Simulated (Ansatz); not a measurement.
# Ag: from a starting cell to a relaxed one

The start is a generated cell, Ag built in the AFLOW prototype A_oP8_62_2c (A_c). The structure is fully relaxed (lattice and positions, P = 0) with r2SCAN (plane waves to 500 eV, PAW, scalar-relativistic; Ansatz, a first-principles code). First-step values are on the input's coarse k-mesh.

Ansatz input (later rounds restart from its end on a renewed k-mesh):
Ansatz 0.2 input:
```yaml
crystal:
  lattice:
    - [6.4085513, 0, 0]
    - [0, 4.5426366, 0]
    - [0, 0, 4.7003738]
  atoms:
    - { symbol: Ag, position: [0.464, 0.25, 0.292] }
    - { symbol: Ag, position: [0.964, 0.25, 0.208] }
    - { symbol: Ag, position: [0.536, 0.75, 0.708] }
    - { symbol: Ag, position: [0.036, 0.75, 0.792] }
    - { symbol: Ag, position: [0.181, 0.25, 0.658] }
    - { symbol: Ag, position: [0.681, 0.25, 0.842] }
    - { symbol: Ag, position: [0.819, 0.75, 0.342] }
    - { symbol: Ag, position: [0.319, 0.75, 0.158] }
basis: { ecutwfc: 500, ecutrho_ratio: 4, xc_grid: 4, fft_grid_basis: typed }
kpoints: { mp_grid: { grid: [5, 7, 7] } }
hamiltonian:
  xc: r2scan
  dispersion: none
  pseudopotentials: { azcp: { folder: ./paw }, kind: paw }
scf: { occupations: { method: fermi_dirac, width: 0.05 } }
relax: { f_tol: 0.01, max_steps: 100, cell: { stress_tol: 0.02 } }
output: { forces: true, stress: true }
```

Question: How large is the pressure on the unrelaxed cell, and of which sign?

Answer: +17.0 GPa (positive: the cell is compressed).

Question: Which atoms feel the largest initial force, and how large is it?

Answer: 1.87 eV/Å, on Ag5, Ag6, Ag7, Ag8 (atoms numbered as listed).

Question: By how much does the energy per atom fall from start to end?

Answer: 0.42 eV/atom.

Question: How does the volume per atom move from start to end?

Answer: +2.0 %, from 17.10 to 17.44 Å³/atom.

Question: How do the shortest distances between atoms change?

Answer: The closest pairs of elements (up to four, under 3.6 Å), start → end: Ag–Ag 2.50 → 2.84 Å.

Question: Is the relaxed structure metallic? Give its gap.

Answer: No gap (metallic).

Question: Write out the relaxed structure.

Answer: 
```cif
data_Ag2
_chemical_formula_sum 'Ag2'
_space_group_name_H-M_alt 'I4/mmm'
_space_group_IT_number 139
_space_group_name_Hall '-I 4 2'
_cell_length_a 3.37109
_cell_length_b 3.37109
_cell_length_c 3.06950
_cell_angle_alpha 90.000
_cell_angle_beta 90.000
_cell_angle_gamma 90.000
loop_
_atom_site_label
_atom_site_type_symbol
_atom_site_symmetry_multiplicity
_atom_site_Wyckoff_symbol
_atom_site_fract_x
_atom_site_fract_y
_atom_site_fract_z
_atom_site_occupancy
Ag1 Ag 2 b 0.00000 0.00000 0.50000 1
```
(The calculation used a cell of 1 atom; values per cell refer to that cell.)

Final values are on a 20×20×20 k-mesh of the relaxed cell. No spin polarisation in the result.

The run could not lose the symmetry of its start: the end is stationary, and may be a saddle point rather than a minimum.

The relaxed structure here is a generated cell of Ag: the first start was made by placing the elements on the sites of a structure type, and the end was not matched to a known phase here, so it may be hypothetical. Known forms of Ag include space group No. 225.
